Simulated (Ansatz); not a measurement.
CsHgCl3 (cubic perovskite, Pm-3m), a = b = c = 5.325 Å, α = β = γ = 90.00°.

Relaxed with r²SCAN. r²SCAN in the plane-wave PAW code Ansatz gives no gap.

Question: What gap does HSE06 give on the same cell (Ansatz, PAW)?

Answer: 0.51 eV. The hybrid was solved on a coarser mesh and at special points; its gap is the smallest among all of these. On such a mesh it can open a false gap in a semimetal.

```json
[
 {"k": "Γ", "v1 r²SCAN": "-1.30", "c1 r²SCAN": "-0.12", "v1 HSE06": "-1.40", "c1 HSE06": "0.51"},
 {"k": "R", "v1 r²SCAN": "0.00", "c1 r²SCAN": "5.87", "v1 HSE06": "?", "c1 HSE06": "?"},
 {"k": "M", "v1 r²SCAN": "-0.01", "c1 r²SCAN": "4.52", "v1 HSE06": "?", "c1 HSE06": "?"},
 {"k": "X", "v1 r²SCAN": "-1.44", "c1 r²SCAN": "2.98", "v1 HSE06": "?", "c1 HSE06": "?"}
]
```

Question: Top valence (v1) and lowest conduction level (c1) in eV from each method's valence maximum (which need not be a listed point): supply the withheld HSE06 values.

Answer: 
- M, v1 HSE06: 0.00
- M, c1 HSE06: 5.45
- R, v1 HSE06: 0.00
- R, c1 HSE06: 6.42
- X, v1 HSE06: -1.62
- X, c1 HSE06: 3.73

Cost on shared cores: the r²SCAN run (SCF on a 8×8×8 mesh, then bands and DOS) about 90 core-seconds (a rough figure), the HSE06 run (SCF on 3×3×3, then a few points) roughly 90 core-seconds; the tasks are unlike.

The workflow started from an entry of the Crystallography Open Database (COD), which files this formula under 2 space groups. Its standing as an ambient phase is unchecked. The r²SCAN relaxation kept the symmetry of its start; whether a distortion lowers the energy is not shown. Scalar-relativistic: spin–orbit coupling is off unless named, which matters more the heavier the elements.

Potentials: the later of the program's two PAW sets.
